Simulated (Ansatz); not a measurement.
The start is a randomly generated symmetric cell of Zr (space group No. 70). Cell shape, volume and atoms are optimised at zero target pressure with PBEsol (plane waves to 420 eV, PAW, scalar-relativistic; Ansatz, a quantum-chemistry and plane-wave program). The first steps use a coarse 10×10×10 k-mesh.

Starting cell:
```yaml
crystal:
  lattice:
    - [0.00000, 2.75756, 3.54686]
    - [2.70359, 0.00000, 3.54686]
    - [2.70359, 2.75756, 0.00000]
  atoms:
    - { symbol: Zr, position: [0.75000, 0.75000, 0.75000] }
    - { symbol: Zr, position: [0.50000, 0.50000, 0.50000] }
```

| Property | Value |
|---|---|
| Outcome | The space group stays Fddd (No. 70) (the run could not lower it); the end is AFLOW prototype A_oF8_70_a, with 2 atoms in the primitive cell |
| Volume change | -16.7 %, from 26.44 to 22.04 Å³/atom |
| Optimiser moves | 22 |

Relaxed structure:

```cif
data_Zr8
_chemical_formula_sum 'Zr8'
_space_group_name_H-M_alt 'Fddd :1'
_space_group_IT_number 70
_space_group_name_Hall 'F 2 2 -1d'
_cell_length_a 3.13058
_cell_length_b 5.44734
_cell_length_c 10.33714
_cell_angle_alpha 90.000
_cell_angle_beta 90.000
_cell_angle_gamma 90.000
loop_
_space_group_symop_operation_xyz
  'x, y, z'
  '-x, -y, z'
  'x, -y, -z'
  '-x, y, -z'
  '-x+1/4, -y+1/4, -z+1/4'
  'x+1/4, y+1/4, -z+1/4'
  '-x+1/4, y+1/4, z+1/4'
  'x+1/4, -y+1/4, z+1/4'
  'x, y+1/2, z+1/2'
  '-x, -y+1/2, z+1/2'
  'x, -y+1/2, -z+1/2'
  '-x, y+1/2, -z+1/2'
  '-x+1/4, -y+3/4, -z+3/4'
  'x+1/4, y+3/4, -z+3/4'
  '-x+1/4, y+3/4, z+3/4'
  'x+1/4, -y+3/4, z+3/4'
  'x+1/2, y, z+1/2'
  '-x+1/2, -y, z+1/2'
  'x+1/2, -y, -z+1/2'
  '-x+1/2, y, -z+1/2'
  '-x+3/4, -y+1/4, -z+3/4'
  'x+3/4, y+1/4, -z+3/4'
  '-x+3/4, y+1/4, z+3/4'
  'x+3/4, -y+1/4, z+3/4'
  'x+1/2, y+1/2, z'
  '-x+1/2, -y+1/2, z'
  'x+1/2, -y+1/2, -z'
  '-x+1/2, y+1/2, -z'
  '-x+3/4, -y+3/4, -z+1/4'
  'x+3/4, y+3/4, -z+1/4'
  '-x+3/4, y+3/4, z+1/4'
  'x+3/4, -y+3/4, z+1/4'
loop_
_atom_site_label
_atom_site_type_symbol
_atom_site_symmetry_multiplicity
_atom_site_Wyckoff_symbol
_atom_site_fract_x
_atom_site_fract_y
_atom_site_fract_z
_atom_site_occupancy
Zr1 Zr 8 b 0.50000 0.50000 0.50000 1
```
(The calculation used a cell of 2 atoms; values per cell refer to that cell.)

Final values are on a 18×18×18 k-mesh of the relaxed cell. The start holds a very short contact (Zr–Zr 2.62 Å). No spin polarisation in the result.

The run could not lose the symmetry of its start, so the end can be a saddle point.

All atoms sit on sites fixed by symmetry, so only the cell could relax.

The relaxed structure here is a generated cell of Zr: the first start was made by a random draw of sites in a space group, and the end was not matched to a known phase here, so it may be hypothetical. Known forms of Zr include space group No. 194.
